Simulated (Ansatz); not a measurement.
CsPbBr3 (cubic perovskite), relaxed with r2SCAN in Ansatz: it is cubic, Pm-3m (No. 221); conventional cell a = 5.943 Å, 41.98 Å³ an atom. Cs is surrounded by 12 Br at 4.20 Å; Pb is surrounded by 6 Br at 2.97 Å; Br is surrounded by 2 Pb at 2.97 Å and 4 Cs at 4.20 Å. The cell was then strained (x, y and z are the cube axes), with the atoms relaxed again; stress is positive in compression. The values are computed, spin-unpolarised, and not measurements.

- Uniaxial +1.0 % along x, other directions held: r2SCAN's stress changes by -0.47 GPa along the strain and -0.07 GPa across it.
- Epitaxial strain of +1.5 % in the (001) plane: the free normal strain is -0.36 % and the in-plane stress changes by -0.75 GPa.

Question: Estimate C₁₁, C₁₂ and the bulk modulus from the uniaxial step.

Answer: With compression positive, C₁₁ ≈ −Δσ∥/ε = (+0.47)/(+0.0100) = 47 GPa and C₁₂ ≈ (+0.07)/(+0.0100) = 7 GPa; B = (C₁₁ + 2C₁₂)/3 = 20 GPa. A one-sided step carries third-order terms: it reads low by some per cent.

Question: What do the film's normal strain and stress say about the elastic constants?

Answer: ε⊥/ε∥ = (-0.0036)/(+0.0150) = -0.24, which linear elasticity sets to −2C₁₂/C₁₁ = -0.30 from the uniaxial step. The biaxial modulus is M = −Δσ/ε∥ = 50 GPa (C₁₁ + C₁₂ − 2C₁₂²/C₁₁ = 52 GPa).

Question: How much elastic energy does the film store, with 41.98 Å³ an atom?

Answer: u = M ε∥² = −Δσ ε∥ = +0.75 × (+0.0150) = 0.0112 GPa, and 1 GPa Å³ is 6.2415 meV: 2.95 meV an atom. The total energies of the two runs differ by 2.94 meV an atom.
